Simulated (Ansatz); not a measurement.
Trial structure of ZrGa3As4, not yet relaxed:

```
CELL_PARAMETERS angstrom
5.22750 0.00000 0.00000
0.00000 5.22750 0.00000
0.00000 0.00000 5.22750
ATOMIC_POSITIONS crystal
Zr 0.50000 0.50000 0.50000
Ga 0.50000 0.00000 0.00000
Ga 0.00000 0.50000 0.00000
Ga 0.00000 0.00000 0.50000
As 0.00000 0.50000 0.50000
As 0.50000 0.00000 0.50000
As 0.50000 0.50000 0.00000
As 0.00000 0.00000 0.00000
```

The calculation used DFT PBE, scalar-relativistic, plane waves, PAW in Ansatz. Plane waves to 420 eV, a k mesh through Γ of 4×4×4 on the computed 8-atom cell and Gaussian smearing (0.10 eV); no spin polarisation.

Energies over the elements count from the elements' standard structures at the same level, with no fitted energy shifts.

Question: How far from equilibrium is it?

Answer: The pressure is 14.4 GPa (it wants to expand), the largest force is 0.00 eV/Å (symmetry fixes the atoms), and the energy is −0.14 eV/atom against the elements. The shortest distance is 2.61 Å.

Question: Is it a good guess?

Answer: A fair one: relaxing gains about 0.10 eV/atom (the start's value is from the coarse mesh, so the gain is rough) in 8 ionic steps and ends at −0.24 eV/atom on the finer mesh. The symmetry stays Pm-3m (No. 221). The volume per atom grows by 14.6 %, from 17.9 to 20.5 Å³. The shortest distance goes from 2.61 Å (Ga–As and Zr–As) to 2.74 Å (Ga–As and Zr–As). Conventional cell: a = 5.471 Å. Zr has 6 As at 2.74 Å; Ga is surrounded by 6 As at 2.74 Å; around As on a site of symmetry 4/mmm lie 2 Zr at 2.74 Å and 4 Ga at 2.74 Å; 1 more site not described.

The last run used an 8×8×8 mesh for its 8-atom cell and Gaussian smearing of 0.10 eV. The reference form of As is held partly by dispersion forces, which this level lacks. The relaxation can't lower the symmetry of the start, and the grade says only how near the guess is to its own end. Symmetry constrained the relaxation, so the result can be a saddle point.
